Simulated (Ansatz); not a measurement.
Input:

BeSe:
Space group P4₂/mmc (No. 131); a = b = 3.4899 Å, c = 6.2770 Å, α = β = γ = 90.00°

| atom | site | symmetry | x | y | z |
|---|---|---|---|---|---|
| Be | 2c | mmm. | 0.0000 | 0.5000 | 0.0000 |
| Se | 2e | -4m2 | 0.0000 | 0.0000 | 0.2500 |

This is the PBE-relaxed structure.

Problem. All from DFT-PBE in the program Ansatz with PAW potentials, unless another level is named. Give the electronic character.

Solution. metallic (no gap).

Problem. Next, the density of states at the Fermi level?

Solution. 0.33 states/eV per atom (mean over ±0.08 eV).

Problem. Next, the formation energy from the elements (no fitted shifts)?

Solution. -0.061 eV/atom.

Space group P4_2/mmc. A made-up cell: these elements were put on the sites of a structure type; neither database checked (COD, Materials Project) lists it. COD files the formula under space group No. 216, so this cell is another polymorph or a model. Its standing as an ambient phase is unchecked. Symmetry was held in the PBE relaxation; whether a distortion lowers the energy is not shown. The references are the lowest solids computed at this level, not always the standard phases. Scalar-relativistic: spin–orbit coupling is off unless named, which matters more the heavier the elements.

Potentials: the later of the program's two PAW sets.
